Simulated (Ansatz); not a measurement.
Input and command of a calculation in Ansatz (plane waves; scalar-relativistic PAW potentials unless the input names others):

```yaml
crystal:
  lattice:
    - [0.0, 3.29454097, 3.29454097]
    - [3.29454097, 0.0, 3.29454097]
    - [3.29454097, 3.29454097, 0.0]
  atoms:
    - { symbol: K, position: [0.0, 0.0, 0.0] }
    - { symbol: Br, position: [0.5, 0.5, 0.5] }
basis:
  ecutwfc: 420
  ecutrho_ratio: 1
kpoints:
  mp_grid: { grid: [6, 6, 6] }
hamiltonian:
  xc: pbe
scf:
  occupations: { method: gaussian, width: 0.02 }
  max_iter: 60
output:
  forces: true
  eigenvalues: true
  stress: true
relax:
  adjacent_minimum: "off"
  f_tol: 0.005
  max_steps: 80
  cell: { stress_tol: 0.05 }
```

```bash
ansatz run input.yaml --threads 8 --pin off --max-ram 20480MiB --backend cpu --events-out ev --progress --plain --runs-dir out
```

Abridged log:
```
The last accepted step is kept in <dir> (removed where the run ends without a failure and the disk answers)
Pseudopotentials: kind: paw
Pseudopotential: K, paw, valence charge 9, recommended cutoff 420 eV (normal)
Pseudopotential: Br, paw, valence charge 7, recommended cutoff 420 eV (normal)
Functional definition: PBE
Crystal: 2 atoms, lattice volume = 71.518 Å³
Basis set: ecut = 420 eV, 1411 PW (Γ), exchange–correlation on 48×48×48 points (8 copies of the dense FFT grid, shifted against one another)
Bands: 12, of which v1, the nominal top of the filled ones, is band 8 counted from 1 (7 counted from 0)
Symmetry: 48 space group operations
Space group: Fm-3m (ITA 225), of the structure as read, at distance tolerance 4.2e-5 Å
k-points: 16 of 216
Initial density: superposition of atomic densities (neutral atoms: chi_scale 0, normalization atom), corrected by the library's trained network
Initial wavefunctions: pseudopotential atomic-orbital guess
Functional: x = pbe(κ = 0.804, μ = 0.21951497), c = pbe(β = 0.06672455)
SCF iter   1: F=—  HF=-4324.673522 eV  |F-HF|=—  |Δ(HF+E_count)|=         —  Δρ=3.45e-3  dr2=2.95e-3  ethr=1.77e-3  ⟨swp⟩=6.1  Hψ=1322  notcnv=0
SCF iter   2: F=—  HF=-4324.676313 eV  |F-HF|=—  |Δ(HF+E_count)|=   2.79e-3  Δρ=1.63e-3  dr2=2.86e-4  ethr=1.84e-5  ⟨swp⟩=2.4  Hψ=522  notcnv=0
SCF iter   3: F=—  HF=-4324.677691 eV  |F-HF|=—  |Δ(HF+E_count)|=   1.38e-3  Δρ=5.58e-4  dr2=3.76e-5  ethr=1.79e-6  ⟨swp⟩=2.0  Hψ=384  notcnv=0
SCF iter   4: F=—  HF=-4324.677185 eV  |F-HF|=—  |Δ(HF+E_count)|=   5.06e-4  Δρ=7.05e-5  dr2=4.31e-6  ethr=2.35e-7  ⟨swp⟩=2.0  Hψ=384  notcnv=0
SCF iter   5: F=—  HF=-4324.677185 eV  |F-HF|=—  |Δ(HF+E_count)|=   1.47e-7  Δρ=2.38e-5  dr2=1.88e-7  ethr=2.69e-8  ⟨swp⟩=2.2  Hψ=268  notcnv=0
SCF iter   6: F=-4324.677186 eV  HF=-4324.677186 eV  |F-HF|=1.91e-8  |Δ(HF+E_count)|=   7.03e-7  Δρ=4.41e-6  dr2=2.74e-9  ethr=6.25e-10  ⟨swp⟩=6.0  Hψ=964  notcnv=0
SCF 1 converged in 6 iterations: F = -4324.677186 eV  dr2 = 2.74e-9
relax step   1: F+E_penalty+E_count = -4324.67718590 eV  Δ(F+E_penalty+E_count) = +0.000e0 eV  max|allowed force component| = 2.615e-24 eV/Å  Δτ_max = 0.0000 Å  P = +2.704 GPa  Ω = 71.518 Å³  (6 SCF iters, dr2 threshold 1.00e-7 eV, accepted)
Crystal: 2 atoms, lattice volume = 77.576 Å³
Basis set: ecut = 420 eV, 1459 PW (Γ), exchange–correlation on 48×48×48 points (8 copies of the dense FFT grid, shifted against one another)
Initial density: handed on by an earlier stage of this run
Initial wavefunctions: those handed on with the density
SCF iter   1: F=—  HF=-4324.761116 eV  |F-HF|=—  |Δ(HF+E_count)|=         —  Δρ=1.50e-3  dr2=4.33e-3  ethr=2.61e-5  ⟨swp⟩=2.2  Hψ=1620  notcnv=0
SCF iter   2: F=—  HF=-4324.759551 eV  |F-HF|=—  |Δ(HF+E_count)|=   1.57e-3  Δρ=8.84e-4  dr2=5.32e-4  ethr=2.61e-5  ⟨swp⟩=2.7  Hψ=374  notcnv=0
   ...
SCF iter   3: F=—  HF=-4324.585643 eV  |F-HF|=—  |Δ(HF+E_count)|=   1.56e-1  Δρ=3.01e-3  dr2=1.07e-3  ethr=1.37e-5  ⟨swp⟩=4.0  Hψ=549  notcnv=0
SCF iter   4: F=—  HF=-4324.633762 eV  |F-HF|=—  |Δ(HF+E_count)|=   4.81e-2  Δρ=5.26e-4  dr2=5.72e-4  ethr=6.68e-6  ⟨swp⟩=3.2  Hψ=457  notcnv=0
SCF iter   5: F=—  HF=-4324.633545 eV  |F-HF|=—  |Δ(HF+E_count)|=   2.17e-4  Δρ=2.14e-4  dr2=2.11e-5  ethr=3.57e-6  ⟨swp⟩=2.0  Hψ=239  notcnv=0
SCF iter   6: F=—  HF=-4324.633823 eV  |F-HF|=—  |Δ(HF+E_count)|=   2.77e-4  Δρ=5.95e-5  dr2=1.30e-6  ethr=1.32e-7  ⟨swp⟩=2.0  Hψ=384  notcnv=0
SCF iter   7: F=—  HF=-4324.633828 eV  |F-HF|=—  |Δ(HF+E_count)|=   5.54e-6  Δρ=2.37e-5  dr2=3.29e-7  ethr=8.13e-9  ⟨swp⟩=2.0  Hψ=320  notcnv=0
SCF iter   8: F=—  HF=-4324.633828 eV  |F-HF|=—  |Δ(HF+E_count)|=   1.34e-8  Δρ=4.42e-6  dr2=9.27e-9  ethr=2.06e-9  ⟨swp⟩=2.0  Hψ=320  notcnv=0
SCF iter   9: F=—  HF=-4324.633828 eV  |F-HF|=—  |Δ(HF+E_count)|=   2.57e-9  Δρ=5.24e-7  dr2=4.37e-11  ethr=5.79e-11  ⟨swp⟩=2.0  Hψ=320  notcnv=0
SCF iter  10: F=-4324.633828 eV  HF=-4324.633828 eV  |F-HF|=2.73e-12  |Δ(HF+E_count)|=  3.77e-10  Δρ=9.77e-8  dr2=5.32e-12  ethr=1.00e-12  ⟨swp⟩=6.6  Hψ=898  notcnv=0
SCF 5 converged in 10 iterations: F = -4324.633828 eV  dr2 = 5.32e-12
SCF converged after 10 iterations
Free energy (F): -4324.633828 eV
Harris-Foulkes:  -4324.633828 eV  (|F-HF|=2.73e-12)
Internal energy: -4324.633828 eV  (E = F + TS)
E sigma→0 (E₀):  -4324.633828 eV
Fermi energy:    1.483050 eV
--- Forces (eV/Å), atoms counted from 1 ---
  atom   1  K      0.00000000     0.00000000     0.00000000
  atom   2  Br     0.00000000     0.00000000     0.00000000
--- Stress (GPa, compression-positive) ---
       -0.023464       0.000000       0.000000
        0.000000      -0.023464       0.000000
        0.000000       0.000000      -0.023464
  P = ⅓ Tr σ = -0.0235 GPa (-0.235 kbar)
--- Relaxed structure (4 steps of the walk, 4 accepted, 1 SCFs on fresh bases) ---
  F+E_penalty+E_count = -4324.63382825 eV   max|allowed force component| = 3.736e-27 eV/Å   (the final SCF, on the basis selected at the relaxed cell)
  cell:  # Å, volume = 91.2201 Å³
    - [0.0, 3.57289487, 3.57289487]
    - [3.57289487, 0.0, 3.57289487]
    - [3.57289487, 3.57289487, 0.0]
  atoms:
    - { symbol: K, position: [0.0, 0.0, 0.0] }
    - { symbol: Br, position: [0.49999999, 0.49999999, 0.49999999] }
```

**Question.** What is wrong with this input?

**Answer.** The fault is a density cutoff too low for products of the waves, which reach up to 4 times the waves' cutoff (basis.ecutrho_ratio: not typed → 1, the first being the value of the sound run). Setting it back cures it. The log, from which this was withheld above, says: «Warning: basis.ecutrho_ratio = 1 (ecutrho = 420 eV) is below the records' recommended 1680 eV» «settings of this run that can trade accuracy for cost: basis.ecutrho_ratio < 4. Do not mix this run's numbers with those of runs without the same settings; the input reference describes each key» The run converged all the same, with an energy at zero smearing 64.91 meV/atom below the reference's, a relaxed volume of 45.61 Å³/atom, pressure -0.02 GPa, largest force 0.000 eV/Å, gap on the mesh 3.66 eV, so convergence alone doesn't show that an input is right. A reference run from the same start on usual settings converged, and the end of its own relaxation has a relaxed volume of 37.59 Å³/atom, pressure 0.03 GPa, largest force 0.000 eV/Å, gap on the mesh 4.32 eV.

The run took 4 s on 8 threads of Intel(R) Xeon(R) Processor @ 2.70GHz, with other jobs on the host, peak memory 0.42 GiB.